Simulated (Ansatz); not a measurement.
YN:
```
YN
1.0
    0.00000     2.61313     2.61313
    2.61313     0.00000     2.61313
    2.61313     2.61313     0.00000
N Y
1 1
Cartesian
  3.91969   3.91969   3.91969
  0.00000   0.00000   0.00000
```

Relaxed with PBEsol. Plane-wave PAW PBEsol (Ansatz code) gives a gap of 2.03 eV.

What gap does HSE06 give on the same cell (Ansatz, PAW)?

3.12 eV, 1.09 eV more. The hybrid was solved on a coarser mesh and at special points; its gap is the smallest among all of these.

```csv
k,v1 PBEsol,c1 PBEsol,v1 HSE06,c1 HSE06
Γ,-1.64,2.03,-1.74,3.12
X,-0.03,2.24,?,?
L,-1.12,4.33,?,?
W,0.00,2.14,?,?
K,-0.36,2.23,?,?
```

Top valence (v1) and lowest conduction level (c1) in eV from each method's valence maximum (which need not be a listed point): supply the withheld HSE06 values.


- W, v1 HSE06: 0.00
- W, c1 HSE06: 3.27
- K, v1 HSE06: -0.38
- K, c1 HSE06: 3.38
- L, v1 HSE06: -1.17
- L, c1 HSE06: 5.64
- X, v1 HSE06: -0.04
- X, c1 HSE06: 3.37

Cost on shared cores: the PBEsol run (SCF on a 9×9×9 mesh, then bands and DOS) around 8 core-seconds (rough), the HSE06 run (SCF on 7×7×7, then a few points) very roughly 60 core-seconds; the tasks are unlike.

Space group F-43m (zinc blende). The cell is a constructed one: a structure type filled with these elements; the Crystallography Open Database copy checked does not list it. COD files the formula under space group No. 225, so this cell is another polymorph or a model. Its standing as an ambient phase is unchecked. Symmetry was held in the PBEsol relaxation; whether a distortion lowers the energy is not shown. The run is not spin-polarised. Spin–orbit coupling is left out wherever it is not named.

Potentials: the later of the program's two PAW sets.
